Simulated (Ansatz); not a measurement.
## Does relaxation matter for the field gradients of GaN with Mg replacing Ga?

Start: a supercell of GaN (wurtzite type, P6_3mc) built from an entry of the Crystallography Open Database (COD) (the entry's cell lengths or inner coordinates differ somewhat from later room-temperature determinations), with all atoms left at the host's positions.

```
Mg Ga N
1.0
     6.36000    0.00000    0.00000
    -4.77000    8.26188    0.00000
     0.00000    0.00000   10.33200
Mg Ga N
1 23 24
Cartesian
  0.0000 1.8360 0.0000
  0.0000 1.8360 5.1660
  -1.5900 4.5899 0.0000
  -1.5900 4.5899 5.1660
  -3.1800 7.3439 0.0000
  -3.1800 7.3439 5.1660
  3.1800 1.8360 0.0000
  3.1800 1.8360 5.1660
  1.5900 4.5899 0.0000
  1.5900 4.5899 5.1660
  0.0000 7.3439 0.0000
  0.0000 7.3439 5.1660
  1.5900 0.9180 2.5830
  1.5900 0.9180 7.7490
  0.0000 3.6719 2.5830
  0.0000 3.6719 7.7490
  -1.5900 6.4259 2.5830
  -1.5900 6.4259 7.7490
  4.7700 0.9180 2.5830
  4.7700 0.9180 7.7490
  3.1800 3.6719 2.5830
  3.1800 3.6719 7.7490
  1.5900 6.4259 2.5830
  1.5900 6.4259 7.7490
  0.0000 1.8360 1.9373
  0.0000 1.8360 7.1033
  -1.5900 4.5899 1.9373
  -1.5900 4.5899 7.1033
  -3.1800 7.3439 1.9373
  -3.1800 7.3439 7.1033
  3.1800 1.8360 1.9373
  3.1800 1.8360 7.1033
  1.5900 4.5899 1.9373
  1.5900 4.5899 7.1033
  0.0000 7.3439 1.9373
  0.0000 7.3439 7.1033
  1.5900 0.9180 4.5203
  1.5900 0.9180 9.6863
  0.0000 3.6719 4.5203
  0.0000 3.6719 9.6863
  -1.5900 6.4259 4.5203
  -1.5900 6.4259 9.6863
  4.7700 0.9180 4.5203
  4.7700 0.9180 9.6863
  3.1800 3.6719 4.5203
  3.1800 3.6719 9.6863
  1.5900 6.4259 4.5203
  1.5900 6.4259 9.6863
```

Atoms are numbered from 1 in the order listed; like atoms form one site, named after its first atom.

Level of theory: DFT, PBE, plane waves and PAW, scalar-relativistic, 420 eV cutoff, Γ-centred 4×3×2 k-points, Fermi–Dirac smearing 0.01 eV, cell charge -1 (Ansatz 0.2.0).

The largest force at the start is 1.8 eV/Å. Relaxing the ions at fixed cell moves them by 0.080 Å at most (atom 25, N) and 0.024 Å rms.

```json
{"site": "Mg", "atom": "1", "moved (Å)": "0.014", "first shell before": "4 N at 1.94–1.95 Å", "first shell after": "4 N at 2.00–2.03 Å", "V_zz before (10²¹ V/m²)": "0.065", "η before": "0.22"}
{"site": "Ga2", "atom": "2", "moved (Å)": "0.005", "first shell before": "4 N at 1.94–1.95 Å", "first shell after": "4 N at 1.95 Å", "V_zz before (10²¹ V/m²)": "-0.73", "η before": "0.09"}
{"site": "Ga4", "atom": "4", "moved (Å)": "0.005", "first shell before": "4 N at 1.94–1.95 Å", "first shell after": "4 N at 1.94 Å", "V_zz before (10²¹ V/m²)": "-0.52", "η before": "0.57"}
{"site": "Ga5", "atom": "5", "moved (Å)": "0.029", "first shell before": "4 N at 1.94–1.95 Å", "first shell after": "4 N at 1.90–1.96 Å", "V_zz before (10²¹ V/m²)": "-1.47", "η before": "0.47"}
{"site": "Ga6", "atom": "6", "moved (Å)": "0.004", "first shell before": "4 N at 1.94–1.95 Å", "first shell after": "4 N at 1.94 Å", "V_zz before (10²¹ V/m²)": "-0.56", "η before": "0.62"}
{"site": "Ga7", "atom": "7", "moved (Å)": "0.037", "first shell before": "4 N at 1.94–1.95 Å", "first shell after": "4 N at 1.91–1.97 Å", "V_zz before (10²¹ V/m²)": "1.79", "η before": "0.40"}
{"site": "Ga10", "atom": "10", "moved (Å)": "0.006", "first shell before": "4 N at 1.94–1.95 Å", "first shell after": "4 N at 1.94 Å", "V_zz before (10²¹ V/m²)": "-0.51", "η before": "0.58"}
{"site": "Ga11", "atom": "11", "moved (Å)": "0.025", "first shell before": "4 N at 1.94–1.95 Å", "first shell after": "4 N at 1.90–1.96 Å", "V_zz before (10²¹ V/m²)": "-1.58", "η before": "0.34"}
{"site": "Ga12", "atom": "12", "moved (Å)": "0.005", "first shell before": "4 N at 1.94–1.95 Å", "first shell after": "4 N at 1.94–1.95 Å", "V_zz before (10²¹ V/m²)": "-0.55", "η before": "0.63"}
{"site": "Ga15", "atom": "15", "moved (Å)": "0.015", "first shell before": "4 N at 1.94–1.95 Å", "first shell after": "4 N at 1.91–1.96 Å", "V_zz before (10²¹ V/m²)": "-1.49", "η before": "0.24"}
{"site": "Ga19", "atom": "19", "moved (Å)": "0.015", "first shell before": "4 N at 1.94–1.95 Å", "first shell after": "4 N at 1.91–1.96 Å", "V_zz before (10²¹ V/m²)": "-1.37", "η before": "0.28"}
{"site": "Ga21", "atom": "21", "moved (Å)": "0.021", "first shell before": "4 N at 1.94–1.95 Å", "first shell after": "4 N at 1.94–1.95 Å", "V_zz before (10²¹ V/m²)": "-0.32", "η before": "0.44"}
{"site": "Ga24", "atom": "24", "moved (Å)": "0.005", "first shell before": "4 N at 1.94–1.95 Å", "first shell after": "4 N at 1.94–1.95 Å", "V_zz before (10²¹ V/m²)": "-0.65", "η before": "0.05"}
{"site": "N25", "atom": "25", "moved (Å)": "0.080", "first shell before": "1 Mg at 1.94 Å, 3 Ga at 1.95 Å", "first shell after": "3 Ga at 1.91 Å, 1 Mg at 2.03 Å", "V_zz before (10²¹ V/m²)": "-3.94", "η before": "0.04"}
{"site": "N40", "atom": "40", "moved (Å)": "0.080", "first shell before": "3 Ga at 1.94–1.95 Å, 1 Mg at 1.95 Å", "first shell after": "3 Ga at 1.90–1.91 Å, 1 Mg at 2.01 Å", "V_zz before (10²¹ V/m²)": "-4.16", "η before": "0.09"}
{"site": "N46", "atom": "46", "moved (Å)": "0.012", "first shell before": "4 Ga at 1.94–1.95 Å", "first shell after": "4 Ga at 1.94–1.96 Å", "V_zz before (10²¹ V/m²)": "0.54", "η before": "0.09"}
```

Q: How do the gradients change?

A: 

| site | atom | V_zz after | η after | change of V_zz |
| --- | --- | --- | --- | --- |
| Mg | 1 | 0.35 | 0.07 | +0.29 |
| Ga2 | 2 | 0.28 | 0.29 | +1.01 |
| Ga4 | 4 | -0.30 | 0.85 | – |
| Ga5 | 5 | -3.16 | 0.67 | -1.69 |
| Ga6 | 6 | -0.44 | 0.72 | – |
| Ga7 | 7 | 3.91 | 0.38 | +2.12 |
| Ga10 | 10 | -0.33 | 0.58 | – |
| Ga11 | 11 | -3.15 | 0.63 | -1.57 |
| Ga12 | 12 | -0.43 | 0.47 | – |
| Ga15 | 15 | -3.03 | 0.16 | -1.54 |
| Ga19 | 19 | -2.94 | 0.28 | -1.57 |
| Ga21 | 21 | 1.19 | 0.47 | – |
| Ga24 | 24 | -0.34 | 0.68 | +0.31 |
| N25 | 25 | -3.90 | 0.02 | +0.04 |
| N40 | 40 | -4.05 | 0.05 | +0.11 |
| N46 | 46 | 0.30 | 0.73 | -0.24 |

The largest change of V_zz along a kept axis is on Ga7, from 1.79 to 3.91. Small gradients that grow severalfold: Ga21 (-0.32 to 1.19), Ga17 (0.25 to 1.08), Ga23 (0.22 to 1.12). In per cent, |V_zz| changes by -47 to +118 on Ga, -44 to -1 on N (all sites that start above 0.5, bar those whose gradient vanishes or changes sign or whose main axis turns by over 40°). Where |V_zz| stays above 0.1 and the axes keep their order, η moves most on N46, from 0.09 to 0.73. On Ga15, Ga2, N31, N35 (not all in the table) V_xx and V_yy change places (or their axes turn by over 50°), so the two values of η hide a larger change. V_zz changes sign on Ga2 (axis turned by 20°). On Ga6, Ga12, Ga4, Ga10, Ga21, Ga22, Ga8, N42 and 7 more sites (not all in the table) the largest principal value lies along another axis in the second run, so the two V_zz can't be compared directly. The table leaves out 32 of the 48 sites, with |V_zz| up to 4.41; their tensors move by 1.58 at most along any direction. The statements above cover all sites. The host's own positions weren't relaxed first, so part of the change far from the defect can be the host's relaxation.

The defect repeats with the cell of 48 atoms, so it feels its images: sites between two images don't show the values beside a lone defect, and zeros or small values of η there can come from the images' arrangement. Ga and N carry a gradient in the pure host already, so the values there aren't the defect's effect alone. The shape of the repeated cell lowers the symmetry of the defect's site from 3m to 1, so η and the spread among like neighbours partly reflect the cell. A uniform background compensates the cell's charge. The cell keeps the host's lattice, and with the defect in it the PBE pressure is 7 GPa (in a charged cell this depends on the convention for the mean potential).
Before: The neighbours have not yet relaxed around the defect (largest force 1.8 eV/Å), and relaxing can change the values around it severalfold.
